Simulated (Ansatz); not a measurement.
Relaxed-ion elastic tensor of BP (zinc blende, F-43m) in GPa (Voigt order), DFT-r²SCAN in the program Ansatz with PAW potentials; density 2.97 g/cm³, 11.67 Å³ per atom.

|  | 1 | 2 | 3 | 4 | 5 | 6 |
|---|---|---|---|---|---|---|
| 1 | 361 | 73.4 | 73.4 | 0.0 | 0.0 | 0.0 |
| 2 | 73.4 | 361 | 73.4 | 0.0 | 0.0 | 0.0 |
| 3 | 73.4 | 73.4 | 361 | 0.0 | 0.0 | 0.0 |
| 4 | 0.0 | 0.0 | 0.0 | 197 | 0.0 | 0.0 |
| 5 | 0.0 | 0.0 | 0.0 | 0.0 | 197 | 0.0 |
| 6 | 0.0 | 0.0 | 0.0 | 0.0 | 0.0 | 197 |

Task: Is the crystal mechanically stable?

Result: Yes: the smallest eigenvalue of C is 197 GPa.

Task: Work out the Voigt, Reuss and Hill averages.

Result: K_V = 169, K_R = 169, K_H = 169; G_V = 176, G_R = 172, G_H = 174 GPa.

Task: Give Young's modulus, Poisson's ratio, Pugh's ratio and the universal anisotropy index.

Result: E = 9KG/(3K + G) = 389 GPa; ν = 0.12; K/G = 0.97 (brittle by the Pugh limit of 1.75); A_U = 5G_V/G_R + K_V/K_R − 6 = 0.12.

Task: Estimate the sound speeds and the Debye temperature.

Result: v_l = √((K + 4G/3)/ρ) = 11600 m/s, v_t = √(G/ρ) = 7650 m/s, mean 8370 m/s; Θ = (h/k)(3n/4πV)^(1/3) v_m = 1100 K.

Task: Give the Zener ratio and Young's modulus along [100], [110] and [111].

Result: A = 2C44/(C11 − C12) = 1.37; 1/E = S11 − 2(S11 − S12 − S44/2)Γ with Γ = 0, 1/4, 1/3 gives 337, 400, 426 GPa.

Symmetry was held in the r²SCAN relaxation; phonons on a q-mesh show no instability.

Potentials: the earlier of the program's two PAW sets.
